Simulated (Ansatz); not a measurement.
ZnSnN2:
```xyz
4
Lattice="1.5878 0.9167 5.1560 -1.5878 0.9167 5.1560 0.0000 -1.8335 5.1560" Properties=species:S:1:pos:R:3 pbc="T T T"
Sn     0.0000     0.0000     0.0000
Zn     0.0000     0.0000     7.7340
N      0.0000     0.0000     3.9111
N      0.0000     0.0000    11.5569
```

PBE+D3(BJ) in the plane-wave PAW code Ansatz gives a gap of 0.66 eV without spin–orbit coupling, maximum off the standard path, at k = (-0.016, 0.190, -0.206) in fractions of the reciprocal vectors, minimum at Γ.

**Question.** What happens when spin–orbit coupling is switched on?

**Answer.** The gap stays essentially unchanged, to 0.66 eV; maximum off the standard path, at k = (-0.016, 0.190, -0.206) in fractions of the reciprocal vectors, minimum at Γ.

**Question.** Give the electron effective mass with spin–orbit coupling.

**Answer.** 0.12 mₑ (isotropic).

Space group R-3m. A made-up cell: these elements were put on the sites of a structure type; neither database checked (COD, Materials Project) lists it. Its standing as an ambient phase is unchecked. Symmetry was held in the PBE+D3(BJ) relaxation; whether a distortion lowers the energy is not shown.

Potentials: the later of the program's two PAW sets.
